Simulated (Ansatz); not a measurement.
Ansatz (a quantum-chemistry and plane-wave program) input:

Ansatz 0.2 input:
```yaml
crystal:
  lattice:
    - [4.579701007, 0.0, 0.0]
    - [-2.2898505035, 3.9661374138, 0.0]
    - [0.0, 0.0, 6.608835613]
  atoms:
    - { symbol: Si, position: [0.8364265088, 0.6728530175, 0.5] }
    - { symbol: Si, position: [0.1635734912, 0.8364265088, 0.8333333333] }
    - { symbol: Si, position: [0.3271469825, 0.1635734912, 0.1666666667] }
    - { symbol: Si, position: [0.1635734912, 0.3271469825, 0.5] }
    - { symbol: Si, position: [0.8364265088, 0.1635734912, 0.8333333333] }
    - { symbol: Si, position: [0.6728530175, 0.8364265088, 0.1666666667] }
    - { symbol: W, position: [0.0, 0.5, 0.1666666667] }
    - { symbol: W, position: [0.5, 0.0, 0.5] }
    - { symbol: W, position: [0.5, 0.5, 0.8333333333] }
kpoints:
  mp_grid: { grid: [7, 7, 4] }
hamiltonian:
  xc: r2scan
  pseudopotentials: { kind: paw }
scf:
  occupations: { method: fixed }
checkpoint: { read: static.run }
output: { bader: true, populations: true }
```

Output (shortened):

```
Pseudopotentials: kind: paw
Pseudopotential: Si, paw, valence charge 4
Pseudopotential: W, paw, valence charge 14
Functional definition: r2SCAN
Crystal: 9 atoms, lattice volume = 120.041 Å³
Basis set: ecut = 500 eV, 3091 PW (Γ), exchange–correlation on 144×144×200 points (64 copies of the dense FFT grid, shifted against one another)
Bands: 42, of which v1, the nominal top of the filled ones, is band 33 counted from 1 (32 counted from 0)
Symmetry: 12 space group operations
Space group: P6222 (ITA 180), of the structure as read, at distance tolerance 4.9e-5 Å
k-points: 24 of 196 (time reversal used)
PAW frozen core: Si, regenerated for the run's functional
PAW frozen core: W, regenerated for the run's functional
Initial density: read from a saved state, or passed on in memory by an earlier SCF of this step, an earlier step, the calling program or the single point that …
Stability of the state it starts from, as read at its close in the unpolarized treatment …
Initial wavefunctions: pseudopotential atomic-orbital guess
Eigensolver: davidson
Functional: x = r2scan, c = r2scan; τ floored in thin density (d = 2e-4 eV/Å³)
iter 1 solved again at ethr=1.93e-7 eV; its pass at ethr=3.10e-3 eV (dr2=1.28e-4 eV) is discarded
SCF iter   1: F=—  HF=-35028.454137 eV  |F-HF|=—  |Δ(HF+E_count)|=         —  Δρ=6.46e-7  dr2=2.79e-10  dr2_τ=4.92e-11  ethr=1.93e-7  ⟨swp⟩=3.2  Hψ=6332  notcnv=0  defer=164
all-band conjugate gradients solve this SCF's bands
preconditioner: auto → Resta (q_TF=auto, 2.469 Å⁻¹)
SCF iter   2: F=—  HF=-35028.454143 eV  |F-HF|=—  |Δ(HF+E_count)|=   5.66e-6  Δρ=2.77e-7  dr2=4.00e-11  dr2_τ=5.18e-11  ethr=1.00e-12  ⟨swp⟩=14.9  Hψ=5686  notcnv=0
SCF iter   3: F=-35028.454143 eV  HF=-35028.454143 eV  |F-HF|=7.28e-12  |Δ(HF+E_count)|=  7.28e-12  Δρ=1.90e-7  dr2=1.68e-11  dr2_τ=4.27e-12  ethr=1.00e-12  ⟨swp⟩=1.0  Hψ=2043  notcnv=0
SCF 1 converged in 3 iterations: F = -35028.454143 eV  dr2 = 1.68e-11
SCF converged after 3 iterations
Free energy (F): -35028.454143 eV
Harris-Foulkes:  -35028.454143 eV  (|F-HF|=7.28e-12)
Internal energy: -35028.454143 eV  (E = F + TS)
E sigma→0 (E₀):  -35028.454143 eV
Fermi energy:    17.396641 eV
--- Per-component energies (eV) ---
  E_band       = -272.922801
  E_kinetic    = 1631.260648
  E_local      = -2812.244749  (includes V_loc(G=0)·N_el)
  E_nonlocal   = 148.085804
  E_hartree    = 1112.815040
  E_xc         = -1070.788215
  E_vxc        = -1102.193521  (∫ρ·V_xc dr)
  E_paw        = -28898.147184  (= ΣΔE_a)
  E_vpaw       = -417.716152  (= ΣTr[D̂ρ^β])
  E_aug_tail   = -0.000132  (compensation charges beyond the density's cutoff)
  E_vtau       = 54.255122  (kinetic-family band-sum trace: ∫τ·v_τ [+ j·A + Jᵃ·Aᵃ] dr)
  E_ewald      = -5137.212911
  E_core_change = -2.222444  (= ΣΔE_core)
  E_smearing   =  0.000000  (= −TS)
  E_closure    =  0.000000  (closes the sum)
  Σ components = -35028.454143   (vs F -35028.454143, Δ=0.00e0)
  [band-id]    e_kinetic+e_local+e_nonlocal+2·e_hartree+e_vxc+e_vpaw+e_augmentation_tail+e_vtau = -272.922899   (vs E_band -272.922801, Δ=-9.80e-5)
--- Band table (eV; the first three rows and the last of 24) ---
  k-point 0: bands = ["-58.6233", "-58.6082", "-58.6082", "-22.4296", "-22.4257", "-22.4257", "-22.3947", "-22.3947", "-22.3099", "-22.2780", "-22.2780", "-22.2605", "1.9389", "5.3944", "5.3944", "9.3339", "9.9100", "9.9100", "10.9115", "10.9115", "11.7013", "11.8989", "11.8989", "12.1802", "13.2020", "13.2020", "13.7856", "13.7856", "13.8912", "13.8912", "14.2511", "14.7013", "16.5006", "19.9453", "19.9453", "20.1055", "20.2985", "20.3703", "20.4836", "20.4836", "20.7448", "20.7448"]
  k-point 1: bands = ["-58.6219", "-58.6132", "-58.6046", "-22.4627", "-22.4209", "-22.4032", "-22.3893", "-22.3731", "-22.3129", "-22.3062", "-22.2762", "-22.2524", "2.1927", "4.0487", "6.7160", "9.5346", "9.8617", "10.2064", "10.5253", "10.8638", "11.3659", "11.4041", "11.6107", "11.7267", "13.4452", "13.5240", "13.6174", "13.9154", "14.1452", "14.4113", "14.7118", "14.7528", "17.0801", "18.9220", "19.9222", "20.1968", "20.3148", "20.3628", "20.4137", "20.4928", "20.5926", "20.6064"]
  k-point 2: bands = ["-58.6182", "-58.6182", "-58.6033", "-22.4760", "-22.4068", "-22.4009", "-22.4009", "-22.3181", "-22.3181", "-22.3169", "-22.3169", "-22.2426", "2.9258", "2.9258", "7.4989", "9.4063", "9.9964", "9.9964", "10.3845", "10.8433", "10.8433", "11.5040", "11.7087", "11.7087", "13.1452", "13.4640", "13.4640", "13.5664", "14.5491", "14.5491", "14.6676", "16.7207", "16.7207", "19.5632", "19.8838", "19.8838", "20.0478", "20.0825", "20.0825", "20.3562", "20.3860", "20.8260"]
  k-point 23: bands = ["-58.6181", "-58.6121", "-58.6093", "-22.4704", "-22.4500", "-22.4486", "-22.3766", "-22.3585", "-22.3348", "-22.2769", "-22.2729", "-22.2396", "5.1506", "5.1995", "5.9766", "6.6989", "6.9483", "7.9254", "10.3822", "10.6798", "11.2878", "11.9166", "12.9736", "12.9797", "13.4692", "13.5047", "13.7022", "13.7970", "15.0552", "15.4509", "15.7541", "16.0677", "16.9476", "18.1307", "18.4342", "18.5376", "19.0727", "19.5512", "19.7190", "19.8714", "20.3935", "20.9630"]
  band table: 42 of 42 bands, residual norms ≤ 1.0e-3 eV
--- Löwdin populations: 9 sites ---
  site symbol       q [e]
     0     Si      3.8856
     1     Si      3.8856
     2     Si      3.8856
     3     Si      3.8856
     4     Si      3.8856
     5     Si      3.8856
     6      W     13.9568
     7      W     13.9568
     8      W     13.9568
  spilling = 0.012360 (of n_electrons = 66.000000)
--- Bader charges: 9 sites ---
  site symbol  charge [e]  shift [e]
     0     Si     -0.0628     0.0021
     1     Si     -0.0630     0.0021
     2     Si     -0.0628     0.0021
     3     Si     -0.0629     0.0021
     4     Si     -0.0628     0.0021
     5     Si     -0.0630     0.0021
     6      W      0.1258     0.0042
     7      W      0.1258     0.0042
     8      W      0.1258     0.0042
  shift: an alarm, by how much a part of what the PAW files miss would move the charge. Where it is large, compare
  with a run on PAW files of another source; a small one proves nothing
  estimated error of the sums over rays = 1.1e-3 e
```

Cost: roughly 2.7 core-minutes on shared cores.

Space group P6_222. The first step of the workflow began from a Materials Project structure, measured or hypothetical; the Crystallography Open Database copy checked does not list it. It is not the phase usual at ambient conditions (space group No. 139). Symmetry was held in the r²SCAN relaxation; phonons on a q-mesh show no instability. No spin polarisation was allowed. Scalar-relativistic: spin–orbit coupling is off unless named, which matters more the heavier the elements.

Potentials: the later of the program's two PAW sets.

Ansatz is a plane-wave DFT program.
